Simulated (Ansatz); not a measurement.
All numbers below come from DFT PBE, scalar-relativistic, plane waves, PAW (Ansatz 0.2.0). Settings: cutoff 420 eV, Γ-centred meshes spaced at most about 0.3 Å⁻¹, and about 0.25 Å⁻¹ or finer for metals (2π included), Gaussian smearing. No spin polarisation in the final relaxations.

Temperature and zero-point effects are left out.

Two relaxed structures of Si₂C:

1.

```yaml
crystal:
  lattice:
    - [-1.94940, 3.54121, 4.36498]
    - [1.94940, -3.54121, 4.36498]
    - [1.94940, 3.54121, -4.36498]
  atoms:
    - { symbol: Si, position: [0.87960, 0.21018, 0.66942] }
    - { symbol: Si, position: [0.45924, 0.78982, 0.66942] }
    - { symbol: Si, position: [0.54076, 0.21018, 0.33058] }
    - { symbol: Si, position: [0.12040, 0.78982, 0.33058] }
    - { symbol: C, position: [0.40237, 0.00000, 0.40237] }
    - { symbol: C, position: [0.59763, 0.00000, 0.59763] }
```

2.

```yaml
crystal:
  lattice:
    - [2.88376, 0.00000, 0.00000]
    - [-1.44188, 2.49741, 0.00000]
    - [0.00000, 0.00000, 4.84490]
  atoms:
    - { symbol: Si, position: [0.00000, 0.00000, 0.75069] }
    - { symbol: Si, position: [0.00000, 0.00000, 0.24931] }
    - { symbol: C, position: [0.33333, 0.66667, 0.00000] }
```

Question: Which would you expect to be lower, and how large is the difference?

Answer: Cell 1 is lower, by 0.32 eV/atom. Cell 1 has space group Immm (No. 71), 20.1 Å³/atom and a gap of 1.05 eV on its mesh; cell 2 has space group P-6m2 (No. 187), 11.6 Å³/atom and no gap. Counting C atoms around Si (those within 1.25 times the shortest such distance or 1.15 times the sum of covalent radii), cell 1 has Si 1 and cell 2 has Si 3. Cell 1 holds Si–Si nets (shortest 2.36 Å) and C–C pairs (shortest 1.38 Å); cell 2 holds Si–Si chains (shortest 2.42 Å). The lower one is the more open, so pressure narrows the difference. Even the lower one lies +0.46 eV/atom against the reference forms of the elements (uncorrected), so neither is stable at this level. Both come from invented guesses.

Kohn–Sham gaps at this level usually fall short of measured ones. With atoms moved at random, Immm came back. Other cells relaxed within their symmetry can be saddle points.
